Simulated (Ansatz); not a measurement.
Here is the system:

Ir:
```yaml
crystal:
  lattice:
    - [0.00000, 1.92208, 1.92208]
    - [1.92208, 0.00000, 1.92208]
    - [1.92208, 1.92208, 0.00000]
  atoms:
    - { symbol: Ir, position: [0.00000, 0.00000, 0.00000] }
```

This is the r²SCAN-relaxed structure.

Problem. All from the program Ansatz at the r²SCAN level (PAW), unless another level is named. Estimate the density of states at the Fermi level.

Solution. 0.86 states/eV per atom (mean over ±0.08 eV).

Problem. And the gap with spin–orbit coupling?

Solution. none (metallic).

Space group Fm-3m (fcc (Cu type)). The r²SCAN relaxation kept the symmetry of its start. No spin polarisation was allowed. Scalar-relativistic: spin–orbit coupling is off unless named, which matters more the heavier the elements.

Potentials: the later of the program's two PAW sets.
